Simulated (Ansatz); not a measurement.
Ni (fcc type), DFT, PBE, all-electron LAPW, scalar-relativistic (Ansatz 0.2.0), on 2 threads of Intel(R) Xeon(R) Platinum 8488C (Sapphire Rapids) (shared host).

Command: `ansatz run input.yaml --threads 2 --pin off --max-ram 6144MiB --backend cpu --events-out ev --progress --plain --runs-dir out`

```yaml
crystal:
  lattice:
    - [-1.7593077821, 1.7593077821, 0.0]
    - [0.0, 0.0, 3.5186155641]
    - [1.7593077821, 1.7593077821, 0.0]
  atoms:
    - { symbol: Ni, position: [0.0, 0.0, 0.0], spin: 1.0 }
    - { symbol: Ni, position: [0.5, 0.5, 0.5], spin: 1.0 }
magnetization:
  spin_polarized: true
kpoints:
  mp_grid: { grid: [15, 10, 15] }
scf:
  occupations: { method: fermi_dirac, width: 0.05 }
hamiltonian:
  xc: pbe
  pseudopotentials: { kind: all_electron, lapw: { basis_error: 0.001 } }
output:
  forces: true
  stress: true
  eigenvalues: true
```

(1) How large is the problem that the program sets up?

(2) About how long does it take, and how much memory?

## Answers

(1) 216 irreducible k-points, 263 plane waves at Γ, 23 bands.

(2) 36 s of wall time for 9 SCF iterations, with a peak of 0.94 GiB. Times on shared machines scatter by tens of per cent.
